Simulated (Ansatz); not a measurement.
HfO$_{2}$:
```
HfO2
1.0
    5.24671     0.00000     0.00000
    0.00000     5.03029     0.00000
    0.00000     0.00000     5.05928
Hf O
4 8
Direct
  0.03257   0.26704   0.24859
  0.96743   0.73296   0.74859
  0.53257   0.73296   0.24859
  0.46743   0.26704   0.74859
  0.36703   0.07004   0.10897
  0.63297   0.92996   0.60897
  0.86703   0.92996   0.10897
  0.13297   0.07004   0.60897
  0.23216   0.53890   0.99844
  0.76784   0.46110   0.49844
  0.73216   0.46110   0.99844
  0.26784   0.53890   0.49844
```

This is the r²SCAN-relaxed structure.

Problem. All from DFT-r²SCAN in the program Ansatz with PAW potentials, unless another level is named. Predict the HSE06 gap on the r²SCAN cell.

Solution. 6.08 eV.

Problem. Give the band gap.

Solution. 4.94 eV (indirect).

Problem. And the weight of the valence-edge state by species (Voronoi cells)?

Solution. O 98 %, Hf 2 %.

Problem. Predict the weight of the conduction-edge state by species (Voronoi cells).

Solution. Hf 63 %, O 37 %.

Space group Pca2_1. Symmetry was held in the r²SCAN relaxation. No spin polarisation was allowed. Scalar-relativistic: spin–orbit coupling is off unless named, which matters more the heavier the elements.

Potentials: the later of the program's two PAW sets.
